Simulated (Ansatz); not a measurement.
TaAg:
```xyz
2
Lattice="2.8246 0.0000 0.0000 0.0000 2.8246 0.0000 0.0000 0.0000 4.3307" Properties=species:S:1:pos:R:3 pbc="T T T"
Ag     0.0000     0.0000     0.0000
Ta     1.4123     1.4123     2.1654
```

Relaxed with r²SCAN.

Problem. Give the Bader charges and basin volumes of the independent atoms, r²SCAN in the plane-wave PAW code Ansatz.

Solution. 

```json
[
 {"atom": "Ag1", "Bader charge (e)": "-0.68", "Bader volume (Å³)": "18.1"},
 {"atom": "Ta2", "Bader charge (e)": "+0.68", "Bader volume (Å³)": "16.5"}
]
```

Space group P4/mmm (L1₀ or tetragonal B2). The start of the workflow was typed in or built on a structure type; neither database checked (COD, Materials Project) lists it. Whether it is the stable phase at ambient conditions was not checked. The r²SCAN relaxation kept the symmetry of its start; its stability against distortions is not shown here. No spin polarisation was allowed. Its formation energy is positive at this level, so the cell may be metastable or incomplete. Spin–orbit coupling is left out wherever it is not named.

Potentials: the later of the program's two PAW sets.
